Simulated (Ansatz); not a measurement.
Ge, DFT, PBEsol, all-electron PAW with datasets made for the crystal, scalar-relativistic (Ansatz 0.2.0), run on 1 thread of Arm Neoverse V1 on a shared host.

Structure: COD 9011050, as refined from experiment and not relaxed. The listed cell was then made from it by scaling, straining or moving an atom.

Command: `ansatz run input.yaml --threads 1 --pin off --max-ram 3072MiB --backend cpu --events-out ev --progress --plain --runs-dir out`

```yaml
crystal:
  lattice:
    - [0.0282877, 2.84291385, 2.84291385]
    - [2.84291385, 0.0282877, 2.84291385]
    - [2.84291385, 2.84291385, 0.0282877]
  atoms:
    - { symbol: Ge, position: [0.5, 0.5, 0.5] }
    - { symbol: Ge, position: [0.75, 0.75, 0.75] }
kpoints:
  mp_grid: { grid: [11, 11, 11] }
scf:
  occupations: { method: fermi_dirac, width: 0.05 }
hamiltonian:
  xc: pbesol
  pseudopotentials: { kind: all_electron, datasets: crystal }
output:
  forces: true
  stress: true
  eigenvalues: true
  efg: { contact_densities: true }
```

How large is the problem that the program sets up?

146 irreducible k-points, 169 plane waves at Γ, 8 bands.

Estimate the wall time and the peak memory.

6.8 s of wall time for 7 SCF iterations, with a peak of 0.38 GiB. Times on shared machines scatter by tens of per cent.

And the same cell and mesh by frozen-core PAW, asked for forces, stress, eigenvalues, efg, write_density, write_potential, elf, on the same hardware?

9.2 s, peak memory 0.4 GiB.
